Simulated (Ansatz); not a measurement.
All numbers below come from DFT, PBEsol, plane waves (420 eV) with PAW, scalar-relativistic (Ansatz 0.2.0). The PAW files were generated under PBE, with cores re-solved for the functional.

An element in the omega (AlB2-type) structure gives this curve. The cell is scaled uniformly from the relaxed one, with fractional coordinates and shape fixed. Energies are extrapolated to zero smearing, pressures are those at the given smearing. Magnetic state: spin not included.

| V (Å³/atom) | E − E₀ (meV/atom) | P (GPa) |
| --- | --- | --- |
| 25.322 | 67.7 | 6.84 |
| 26.473 | 29.0 | 4.08 |
| 27.624 | 7.8 | 1.95 |
| 28.775 | 0.2 | 0.31 |
| 29.926 | 3.0 | -0.97 |
| 31.077 | 13.9 | -1.95 |
| 32.228 | 31.0 | -2.71 |

**Question.** Which element is it?
A. yttrium
B. thallium
C. lutetium
D. tellurium

**Answer.** B. Its fit is V₀ = 29.00 Å³/atom, B₀ = 35 GPa, B₀′ = 5.5.
